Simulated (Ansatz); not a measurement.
## GaSb3 (Fm-3m), a vibration from a frozen displacement

Method: Ansatz 0.2.0, DFT PBEsol+D3(BJ), scalar-relativistic, plane waves, PAW. Cutoff 420 eV, Γ-centred 12×12×12 k-points, Gaussian smearing of 0.15 eV. Spin–orbit coupling is left out, which matters for the heavy elements here. No spin polarisation. Energies are free energies at this smearing, counted from the undisturbed cell; pressure is positive in compression.

The starting cell (relaxed at this level; with this scan's settings it stands at 0.5 GPa; it needn't be the usual structure):

```
CELL_PARAMETERS angstrom
0.00000 3.58550 3.58550
3.58550 0.00000 3.58550
3.58550 3.58550 0.00000
ATOMIC_POSITIONS crystal
Ga 0.00000 0.00000 0.00000
Sb 0.25000 0.25000 0.25000
Sb 0.75000 0.75000 0.75000
Sb 0.50000 0.50000 0.50000
```

Every Sb atom is moved by x along the Cartesian unit vector (0.000, 1.000, 0.000); the cell and all other atoms stay fixed. The cell's volume is 92.19 Å³; the moved atoms weigh 365.280 u together and the others 69.723 u. Some rows repeat others by symmetry and weren't run.

| x (Å) | ΔE (meV/cell) | total force on the moved atoms along the move (eV/Å) | pressure (GPa) |
| --- | --- | --- | --- |
| -0.2000 | 42.05 | 0.4238 | 0.8151 |
| -0.1750 | 32.13 | 0.3695 | 0.7363 |
| -0.1500 | 23.57 | 0.3158 | 0.6678 |
| -0.1250 | 16.34 | 0.2624 | 0.6097 |
| -0.1000 | 10.44 | 0.2095 | 0.5620 |
| -0.0750 | 5.87 | 0.1567 | 0.5248 |
| -0.0500 | 2.61 | 0.1043 | 0.4981 |
| 0.0000 | 0.00 | 0.0000 | 0.4768 |
| 0.0500 | 2.61 | -0.1043 | 0.4981 |
| 0.0750 | 5.87 | -0.1567 | 0.5248 |
| 0.1000 | 10.44 | -0.2095 | 0.5620 |
| 0.1250 | 16.34 | -0.2624 | 0.6097 |
| 0.1500 | 23.57 | -0.3158 | 0.6678 |
| 0.1750 | 32.13 | -0.3695 | 0.7363 |
| 0.2000 | 42.05 | -0.4238 | 0.8151 |

Q: What frequency belongs to this motion?

A: The force constant is k = −dF/dx = 2.086 eV/Å², from the parabola through x = -0.0500, 0 and 0.0500. In every cell the moved atoms swing against the rest, so the mass is μ = m₁m₂/(m₁ + m₂) = 58.548 u, and ν̃ = 521.5 cm⁻¹ × √(|k|/μ) = 98 cm⁻¹. The pattern needn't be a normal mode: ν̃² is then a weighted mean of the squared nonzero frequencies at the zone centre of this cell, so it lies between the lowest and the highest of them.

Q: How far does the harmonic law reach?

A: At x = -0.200 Å, kx²/2 = 41.72 meV against the computed 42.05 meV (+0.8 %): the well is still close to harmonic there.

Q: The pressure changes with x². What does that say about the frequency under compression?

A: With E = k(V)x²/2, k ∝ V^(−2γ) and x scaling with the cell as V^(1/3), P − P0 = −∂E/∂V = (2γ − 2/3) ΔE/V. At x = 0.0750 Å, V(P − P0) = 92.19 × 0.04797 / 160.2 eV = 27.60 meV and ΔE = 5.87 meV, so γ = 1/3 + V(P − P0)/(2ΔE) = 2.68. This is the Grüneisen parameter of the motion under uniform scaling of the cell: shrinking the cell evenly by 1 % in volume raises the frequency by about 2.68 %.

In a metal these slopes depend on the k mesh and the smearing.

Cost: 8 runs of about 5.3 core-minutes in all, on Arm Neoverse V2 (shared hosts).